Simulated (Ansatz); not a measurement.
In plane-wave PAW PBE (Ansatz code), Mn₃GeN in the anti-perovskite structure (Pm-3m) relaxes to a = 3.765 Å. Ge has 12 nearest neighbours from 2.66 Å (cuboctahedral); N has 6 nearest neighbours from 1.88 Å (octahedral). Against the elements it lies at -0.18 eV/atom, with no fitted shifts.

Electronic character: metallic (no gap). The magnetic state found is ferromagnetic. The net moment is 0.48 μB per atom.

An equation-of-state fit gives a bulk modulus of 226 GPa.

The start of the workflow was typed in or built on a structure type; neither database checked (COD, Materials Project) lists it. Whether it is the stable phase at ambient conditions was not checked. The cell was relaxed with PBE under the symmetry of its start; whether a distortion lowers the energy is not shown. Spin order of the final state: ferromagnetic, the only order run, not a proven ground state. No Hubbard U is applied. The references are the lowest solids computed at this level, not always the standard phases (solids in place of the gases). Scalar-relativistic: spin–orbit coupling is off unless named, which matters more the heavier the elements.

Potentials: the earlier of the program's two PAW sets.
